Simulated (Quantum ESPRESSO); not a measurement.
pw.x input (Quantum ESPRESSO 7.5; LDA, PseudoDojo standard norm-conserving files, scalar-relativistic):

```
&CONTROL
  calculation = 'scf'
  pseudo_dir = './pseudo'
  outdir = './out'
  tprnfor = .true.
  tstress = .true.
/
&SYSTEM
  ibrav = 0
  nat = 2
  ntyp = 2
  ecutwfc = 84.0
  ecutrho = 336.0
  occupations = 'smearing'
  smearing = 'fd'
  degauss = 0.005
  nbnd = 14
/
&ELECTRONS
  conv_thr = 2e-10
/
ATOMIC_SPECIES
Mg 24.3050 Mg.upf
Sr 87.6200 Sr.upf
CELL_PARAMETERS angstrom
  4.190320000000   0.000000000000   0.000000000000
  0.000000000000   4.190320000000   0.000000000000
  0.000000000000   0.000000000000   4.190320000000
ATOMIC_POSITIONS crystal
Mg   0.000000000000   0.000000000000   0.000000000000
Sr   0.500000000000   0.500000000000   0.500000000000
K_POINTS automatic
10 10 10 0 0 0
```

End of the output:

```

[...]
     the Fermi energy is     5.2211 ev
!    total energy              =    -187.10938838 Ry
     estimated scf accuracy    <          5.3E-11 Ry
     smearing contrib. (-TS)   =      -0.00178998 Ry
     internal energy E=F+TS    =    -187.10759841 Ry
     The total energy is F=E-TS. E is the sum of the following terms:
     one-electron contribution =    -122.97944220 Ry
     hartree contribution      =      59.67413152 Ry
     xc contribution           =     -31.88570824 Ry
     ewald contribution        =     -91.91657948 Ry
     convergence has been achieved in   7 iterations
     Forces acting on atoms (cartesian axes, Ry/au):
     atom    1 type  1   force =     0.00000000    0.00000000    0.00000000
     atom    2 type  2   force =     0.00000000    0.00000000    0.00000000
     Total force =     0.000000     Total SCF correction =     0.000000
     Computing stress (Cartesian axis) and pressure
          total   stress  (Ry/bohr**3)                   (kbar)     P=      -18.00
  -0.00012237   0.00000000   0.00000000          -18.00        0.00        0.00
   0.00000000  -0.00012237   0.00000000            0.00      -18.00        0.00
   0.00000000   0.00000000  -0.00012237            0.00        0.00      -18.00
```

Geometry of the Materials Project entry, not relaxed at this level.
